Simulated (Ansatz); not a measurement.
**LuSi2Ru2, a database entry at a rescaled volume**

```xyz
5
Lattice="0.0000 4.1686 0.0000 4.1686 0.0000 0.0000 2.0843 2.0843 -4.7483" Properties=species:S:1:pos:R:3 pbc="T T T"
Lu    0.0000    0.0000    0.0000
Ru    2.0843    4.1686   -2.3742
Ru    4.1686    2.0843   -2.3742
Si    2.0843    2.0843   -2.1083
Si    4.1686    4.1686   -2.6401
```

Method: PBEsol, spin-orbit coupling; PAW, plane waves to 420 eV, 6×6×6 Γ-centred mesh, fermi-dirac occupations (width 0.1 eV) (Ansatz 0.2.0), atoms fixed.

The state carries no moments; the state need not be the lowest.

- Electronic structure: It is a metal, with about 4.5 states/eV a cell as the mean within 0.25 eV of the Fermi level, mostly Ru d (45 %), Lu d (23 %) and Si p (18 %).
- Stress: The pressure is 44.8 GPa (compression positive), so with the atoms held at these fractions the cell would first expand; the forces are large, so a full relaxation may end otherwise. The principal stresses 14.6, 60.0, 60.0 GPa differ, so its shape would change too.
- Forces: The largest is on Si4 (and as large on other atoms): 5.12 eV/Å, components (0.00, 0.00, 5.12). It makes 97° with the line to a nearest neighbour, Ru2 at 2.10 Å.
- Formation energy: 0.62 eV an atom against the elements' usual phases (free molecules for gases, crystals otherwise, with no correction for O₂ or N₂), so at this geometry it isn't bound against them. Relaxing would lower it.
- Charges: Bader charges in e: Lu +1.54, Si +1.34, Ru -2.11. In the mean Lu gives up most and Ru takes most.

Origin: a database entry at a rescaled volume. Caveats: started without moments under time reversal, so no moment could form; forces this large suggest misplaced atoms in the database entry; atoms or cell far from equilibrium.
